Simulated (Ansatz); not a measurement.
A trial cell of Cd3Hg2Te5, before relaxation:

```
Cd Hg Te
1.0
    -2.19447    2.19447   15.51723
     2.19447   -2.19447   15.51723
     2.19447    2.19447  -15.51723
Cd Hg Te
3 2 5
Direct
  0.60000 0.60000 0.00000
  0.40000 0.40000 0.00000
  0.00000 0.00000 0.00000
  0.20000 0.20000 0.00000
  0.80000 0.80000 0.00000
  0.15000 0.65000 0.50000
  0.75000 0.25000 0.50000
  0.35000 0.85000 0.50000
  0.95000 0.45000 0.50000
  0.55000 0.05000 0.50000
```

All numbers below come from DFT PBE, scalar-relativistic, plane waves, PAW (Ansatz). Cutoff 420 eV, Gaussian smearing, Γ-centred meshes. Cell and atoms relax first on a coarse mesh and then on a finer one. In between, the cell is made exact in the group found at 0.06 Å. In metals the finer mesh still leaves noise of several meV/atom or more. The steps can't lower the symmetry of their start. No spin polarisation.

A guess keeps its type if space group and coordination stay and the shape of the cell changes little (axis ratios within about 15 %, angles within 6°); the volume may change.

Task: Does this structure survive the relaxation?

Result: It keeps its type. The symmetry stays I-4m2 (No. 119). The volume per atom grows by 22.1 %, from 29.9 to 36.5 Å³. The shortest distance goes from 2.69 Å (Cd–Te and Hg–Te) to 2.87 Å (Cd–Te). The ratio c/a of the conventional cell changes by a factor of 1.00. Counting neighbours within 15 % of an atom's shortest distance, the start has Cd 4, Hg 4, Te 4 and the end Cd 4, Hg 4, Te 4.

The last run used a 12×12×12 mesh for its 10-atom cell and Gaussian smearing of 0.10 eV. Spin–orbit coupling, which can matter for Hg and Te, is left out. A structure relaxed within its symmetry needn't be a true minimum.
